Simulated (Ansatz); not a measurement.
A calculation with the code Ansatz. Plane-wave DFT: natural occupations of the f shells on orthogonalised atomic orbitals at the end of the run, rising, by spin; atoms or cell relaxed as the task says.

```
cell
1.0
     4.2269   -4.2269    0.0000
    -4.2269   -4.2269    0.0000
     0.0000    0.0000  -10.0078
Au Eu Pd Si
4 4 4 8
Direct
  0.2500 0.2500 0.2500
  0.7500 0.2500 0.7500
  0.7500 0.7500 0.2500
  0.2500 0.7500 0.7500
  0.0000 0.5000 0.5000
  0.5000 0.5000 0.0000
  0.5000 0.0000 0.5000
  0.0000 0.0000 0.0000
  0.7500 0.2500 0.2500
  0.2500 0.2500 0.7500
  0.2500 0.7500 0.2500
  0.7500 0.7500 0.7500
  0.0000 0.5000 0.8832
  0.5000 0.5000 0.3832
  0.5000 0.0000 0.8832
  0.0000 0.0000 0.3832
  0.0000 0.0000 0.6168
  0.5000 0.0000 0.1168
  0.5000 0.5000 0.6168
  0.0000 0.5000 0.1168
```

Starting moments (μB): Eu number 1 7.28, Eu number 2 7.28, Eu number 3 7.28, Eu number 4 7.28; others 0.

- cell charge: 0 e
- spin: collinear
- scf start: atoms
- lower state search: off
- functional: PBEsol
- wave cutoff: 420 eV
- k mesh: 4, 4, 2
- k shift: 0.5, 0.5, 0.5 mesh steps
- gaussian smearing: 0.05 eV
- task: single point

Q: How are the f shells occupied at the end?

A: 

| shell atom | shell element | shell spin | shell occupation 1 (e) | shell occupation 2 (e) | shell occupation 3 (e) | shell occupation 4 (e) | shell occupation 5 (e) | shell occupation 6 (e) | shell occupation 7 (e) |
| --- | --- | --- | --- | --- | --- | --- | --- | --- | --- |
| 5 | Eu | up | 0.91 | 0.94 | 0.94 | 0.96 | 0.97 | 0.99 | 0.99 |
| 5 | Eu | down | 0 | 0 | 0.01 | 0.01 | 0.01 | 0.01 | 0.01 |
| 6 | Eu | up | 0.91 | 0.94 | 0.94 | 0.96 | 0.97 | 0.99 | 0.99 |
| 6 | Eu | down | 0 | 0 | 0.01 | 0.01 | 0.01 | 0.01 | 0.01 |
| 7 | Eu | up | 0.91 | 0.94 | 0.94 | 0.96 | 0.97 | 0.99 | 0.99 |
| 7 | Eu | down | 0 | 0 | 0.01 | 0.01 | 0.01 | 0.01 | 0.01 |
| 8 | Eu | up | 0.91 | 0.94 | 0.94 | 0.96 | 0.97 | 0.99 | 0.99 |
| 8 | Eu | down | 0 | 0 | 0.01 | 0.01 | 0.01 | 0.01 | 0.01 |

Caveats: 4f shell without a U, which puts 4f levels too near the Fermi level; occupations loosely converged; open f or d shells may hold a state above the lowest.
